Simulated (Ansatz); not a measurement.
# Ansatz 0.2.0, settings compared: CO

The input file (Ansatz 0.2.0, plane waves):

```yaml
crystal:
  lattice:
    - [5.63, 0.0, 0.0]
    - [0.0, 5.63, 0.0]
    - [0.0, 0.0, 5.63]
  atoms:
    - { symbol: C, position: [0.958, 0.958, 0.958] }
    - { symbol: C, position: [0.542, 0.042, 0.458] }
    - { symbol: C, position: [0.458, 0.542, 0.042] }
    - { symbol: C, position: [0.042, 0.458, 0.542] }
    - { symbol: O, position: [0.067, 0.067, 0.067] }
    - { symbol: O, position: [0.433, 0.933, 0.567] }
    - { symbol: O, position: [0.567, 0.433, 0.933] }
    - { symbol: O, position: [0.933, 0.567, 0.433] }
  symmetry: { tolerance: 0.0003 }
kpoints:
  mp_grid: { grid: [3, 3, 3], shift: [0, 0, 0] }
magnetization:
  spin_polarized: false
scf:
  occupations: { method: fermi_dirac }
hamiltonian:
  pseudopotentials: { kind: paw }
  xc: pbe
basis:
  ecutwfc: 420
output:
  forces: true
  stress: true
  eigenvalues: true
```

Launch command:

```bash
ansatz run input.yaml --threads 1 --pin off --max-ram 2560MiB --backend cpu --events-out ev --progress --plain --runs-dir out
```

Origin of the cell: a database entry, scaled a little.

The smearing width isn't typed, so it takes its default of 0.1 eV.

Output of this run (shortened):

```
Pseudopotentials: kind: paw
Pseudopotential: C, paw, valence charge 4, recommended cutoff 420 eV (normal), C.paw.azcp
Pseudopotential: O, paw, valence charge 6, recommended cutoff 420 eV (normal), O.paw.azcp
Functional definition: PBE
  exchange = pbe_x(kappa = kappa, mu = beta*pi^2/3)
  correlation = pbe_c(beta = beta)
Crystal: 8 atoms, lattice volume = 178.454 Å³
Basis set: ecut = 420 eV, 3431 PW (Γ), exchange–correlation on 80×80×80 points (8 copies of the dense FFT grid, shifted against one another)
Bands: 28, of which v1, the nominal top of the filled ones, is band 20 counted from 1 (19 counted from 0)
Symmetry: 12 space group operations
Space group: P213 (ITA 198), of the structure as read, at distance tolerance 1.7e-3 Å
k-points: 4 of 27 (time reversal used)
[… 4 lines left out …]
Initial density: superposition of atomic densities (neutral atoms: chi_scale 0, normalization atom), corrected by the library's trained network
Functional: x = pbe(κ = 0.804, μ = 0.219515), c = pbe(β = 0.066725)
SCF iter   1: F=—  HF=-3265.130853 eV  Δρ=1.35e-2  dr2=2.70e-1
SCF iter   2: F=—  HF=-3265.097452 eV  Δρ=5.98e-3  dr2=4.11e-2  defer=11
SCF iter   3: F=—  HF=-3265.093638 eV  Δρ=2.45e-3  dr2=7.73e-3  defer=11
SCF iter   4: F=—  HF=-3265.096168 eV  Δρ=4.08e-4  dr2=2.74e-4  defer=11
SCF iter   5: F=—  HF=-3265.096372 eV  Δρ=8.07e-5  dr2=1.16e-5  defer=11
SCF iter   6: F=—  HF=-3265.096520 eV  Δρ=2.62e-5  dr2=7.84e-7  defer=11
SCF iter   7: F=-3265.096520 eV  HF=-3265.096520 eV  Δρ=3.12e-6  dr2=2.22e-8
SCF 1 converged in 7 iterations: F = -3265.096520 eV  dr2 = 2.22e-8
SCF converged after 7 iterations
Free energy (F): -3265.096520 eV
Harris-Foulkes:  -3265.096520 eV  (|F-HF|=3.27e-8)
Internal energy: -3265.096520 eV  (E = F + TS)
E sigma→0 (E₀):  -3265.096520 eV
Fermi energy:    -0.837700 eV
--- Per-component energies (eV) ---
  E_band       = -445.598473
  E_kinetic    = 1033.432480
  E_local      = -3254.019940  (includes V_loc(G=0)·N_el)
  E_nonlocal   = 319.883118
  E_hartree    = 1110.553009
  E_xc         = -471.853296
  E_vxc        = -592.500169  (∫ρ·V_xc dr)
  E_paw        = -1032.637278  (= ΣΔE_a)
  E_vpaw       = -173.508846  (= ΣTr[D̂ρ^β])
  E_aug_tail   = 0.010079  (compensation charges beyond the density's cutoff)
  E_ewald      = -970.464693
  E_smearing   = -0.000000  (= −TS)
  Σ components = -3265.096520   (vs F -3265.096520, Δ=0.00e0)
--- Forces (eV/Å), atoms counted from 1 ---
  atom   1  C     -6.117658    -6.117658    -6.117658
  atom   2  C      6.117658     6.117658    -6.117658
  atom   3  C     -6.117658     6.117658     6.117658
  atom   4  C      6.117658    -6.117658     6.117658
  atom   5  O      6.123957     6.123957     6.123957
  atom   6  O     -6.123957    -6.123957     6.123957
  atom   7  O      6.123957    -6.123957    -6.123957
  atom   8  O     -6.123957     6.123957    -6.123957
  max |Σ_I F_I| component: 5.33e-15 eV/Å
--- Stress (GPa, compression-positive) ---
       14.028791      -0.000000       0.000000
       -0.000000      14.028791       0.000000
        0.000000       0.000000      14.028791
  P = ⅓ Tr σ = 14.0288 GPa (140.288 kbar)
```

The same input was run again with these changes:

1. `scf.lower_state_search` default → light
2. `scf.n_extra_bands` default → 4; `scf.eigensolver.kind` default → davidson
3. `scf.occupations.method` fermi_dirac → tetrahedron; `accuracy` default → medium; `kpoints.mp_grid.shift` [0, 0, 0] → [0.5, 0.5, 0.5]
4. `kpoints.mp_grid.grid` [3, 3, 3] → [2, 2, 2]; `hamiltonian.xc` pbe → r2scan; `scf.initial_density.chi_scale` default → 0.3

```json
{"run": "base", "end": "converged", "SCF iterations": "7", "P (GPa)": "14.03", "max force component (eV/Å)": "6.124", "moment (μB)": "–", "ΔE(σ→0) (meV/atom)": "0"}
{"run": "1", "end": "converged", "SCF iterations": "7", "P (GPa)": "14.03", "max force component (eV/Å)": "6.124", "moment (μB)": "–", "ΔE(σ→0) (meV/atom)": "0.00"}
{"run": "2", "end": "converged", "SCF iterations": "8", "P (GPa)": "14.03", "max force component (eV/Å)": "6.124", "moment (μB)": "–", "ΔE(σ→0) (meV/atom)": "0.00"}
{"run": "3", "end": "converged", "SCF iterations": "8", "P (GPa)": "14.03", "max force component (eV/Å)": "6.124", "moment (μB)": "–", "ΔE(σ→0) (meV/atom)": "-0.08"}
{"run": "4", "end": "converged", "SCF iterations": "9", "P (GPa)": "12.36", "max force component (eV/Å)": "5.593", "moment (μB)": "–", "ΔE(σ→0) (meV/atom)": "–"}
```

Energies are compared only where functional, datasets, charge and starting cell are the same.

Not properties of the system: run 4 (too coarse or loose: `kpoints.mp_grid.grid` = [2, 2, 2]).

Caveats of the base run: the database entry stands far from equilibrium and may be faulty.

Run 3: forces and stress under tetrahedra may miss the slope of the energy.
Run 4: the cutoff lies below the datasets' advice.

Time of the base run: 1.2 s on 1 thread of Intel(R) Xeon(R) 6975P-C (Granite Rapids), on a shared host, peak memory 0.47 GiB, from the program's own first density.
